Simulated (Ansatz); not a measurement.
Si₃N₄:
```xyz
28
Lattice="7.7522 0.0000 0.0000 -3.8761 6.7136 0.0000 0.0000 0.0000 5.6193" Properties=species:S:1:pos:R:3 pbc="T T T"
Si    -1.5717     3.8239     1.1031
Si     1.3504     3.4406     1.1031
Si     0.2213     6.1629     1.1031
Si     4.0974     0.5508     3.9127
Si     2.3044     2.8898     3.9127
Si     5.2265     3.2731     3.9127
Si     6.4354     1.1222     5.5546
Si     3.5627     5.0122     5.5546
Si     1.6303     0.5793     5.5546
Si    -2.2459     6.1343     2.7450
Si     2.5593     5.5914     2.7450
Si    -0.3134     1.7015     2.7450
N      1.1594     2.6197     2.6356
N      1.0276     6.4079     2.6356
N     -2.1871     4.3997     2.6356
N      1.6890     2.3140     5.4452
N      5.0356     4.0939     5.4452
N      4.9038     0.3058     5.4452
N      0.0000     0.0000     5.5583
N      0.0000     0.0000     2.7487
N      6.5055     2.1135     4.1297
N      2.6691     4.5772     4.1297
N      2.4537     0.0229     4.1297
N     -1.4224     6.6907     1.3201
N      2.6294     4.6001     1.3201
N     -1.2070     2.1364     1.3201
N      3.8761     2.2379     3.6005
N      0.0000     4.4758     0.7909
```

Cartesian axes are those of the cell as given.

Question: Give the proper piezoelectric stress tensor with relaxed ions from plane-wave PAW r²SCAN (Ansatz code).

Answer: In C/m², rows x, y, z, Voigt columns; mesh uncertainty up to 0.00.
```
-0.06   0.06   0.00   0.00  -0.05   0.00
 0.00   0.00   0.00  -0.05   0.00   0.06
 0.01   0.01   0.16   0.00   0.00   0.00
```

The elastic tensor of the same run (GPa):

|  | 1 | 2 | 3 | 4 | 5 | 6 |
|---|---|---|---|---|---|---|
| 1 | 436 | 148 | 130 | 0.0 | 14.7 | 0.0 |
| 2 | 148 | 436 | 130 | 0.0 | -14.7 | 0.0 |
| 3 | 130 | 130 | 476 | 0.0 | 0.0 | 0.0 |
| 4 | 0.0 | 0.0 | 0.0 | 137 | 0.0 | -14.7 |
| 5 | 14.7 | -14.7 | 0.0 | 0.0 | 137 | 0.0 |
| 6 | 0.0 | 0.0 | 0.0 | -14.7 | 0.0 | 144 |

Question: Convert to strain constants d = e·S.

Answer: In pC/N:
```
-0.2   0.2   0.0   0.0  -0.3   0.0
 0.0   0.0   0.0  -0.3   0.0   0.4
-0.1  -0.1   0.4   0.0   0.0   0.0
```

Space group P31c. The first step of the workflow began from a Materials Project structure, measured or hypothetical; the Crystallography Open Database files this formula in space group No. 159, but the cells were not matched. It is not the phase usual at ambient conditions (space group No. 176). Symmetry was held in the r²SCAN relaxation; its stability against distortions is not shown here.

Potentials: the earlier of the program's two PAW sets.
